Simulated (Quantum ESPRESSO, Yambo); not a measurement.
NaYS2 under isotropic strain

```xyz
4
Lattice="1.9682 1.1363 6.5828 -1.9682 1.1363 6.5828 0.0000 -2.2727 6.5828" Properties=species:S:1:pos:R:3 pbc="T T T"
Na     0.0000     0.0000     0.0000
S      0.0000     0.0000     4.7913
S      0.0000     0.0000    14.9572
Y      0.0000     0.0000     9.8742
```

NaYS2 (space group R-3m, No. 166) under isotropic strain (on all lattice vectors), counted from the cell relaxed with PBEsol, atoms relaxed at each step. PBEsol (pw.x of Quantum ESPRESSO, ONCV potentials, no spin-orbit coupling); G0W0 and BSE in Yambo (4×4×4 Γ-centred k mesh, bands 3 to 130 and a 7 Ry block in the screening, 130 bands in G with the Bruneval-Gonze terminator, plasmon pole fitted at 27.2 eV; BSE 6×6×6 mesh, 6 valence and 7 conduction bands, static screening with 49 bands and a 4 Ry block, scissor from each state's G0W0).

| strain (%) | pressure (GPa) | PBEsol gap (eV) | kind | G0W0 direct gap (eV) | lowest vertical BSE state (eV) | RPA ε∞ along x |
|---|---|---|---|---|---|---|
| -3 | 5.6 | 1.85 | indirect | 4.35 at F | 3.96 | – |
| -1.5 | 2.5 | 2.01 | indirect | 4.52 at F | 4.10 | – |
| -0.7 | 1.1 | 2.08 | indirect | 4.59 at F | 4.14 | – |
| 0 | 0.0 | 2.14 | indirect | 4.67 at F | 4.19 | – |
| +1 | -1.4 | 2.23 | indirect | 4.75 at F | 4.25 | 5.56 |
| +2 | -2.6 | 2.31 | indirect | 4.82 at F | 4.28 | 5.46 |

Between -0.7 % and +1 % the direct gap at F has a volume deformation potential dE/dlnV of 2.4 eV in PBEsol; the block changes size in that range, so no G0W0 slope is given.

GW, BSE and RPA settings are held fixed; their convergence isn't established. Strains are linear. The screening block changes size along the series (155 vectors at -3 %, 191 vectors at -1.5 %, 191 vectors at -0.7 %, 203 vectors at +0 %, 209 vectors at +1 %, 221 vectors at +2 %), which puts steps into the G0W0 values.  Axes are Cartesian, with cell vectors (Å) (1.97, 1.14, 6.58), (-1.97, 1.14, 6.58), (0.00, -2.27, 6.58).
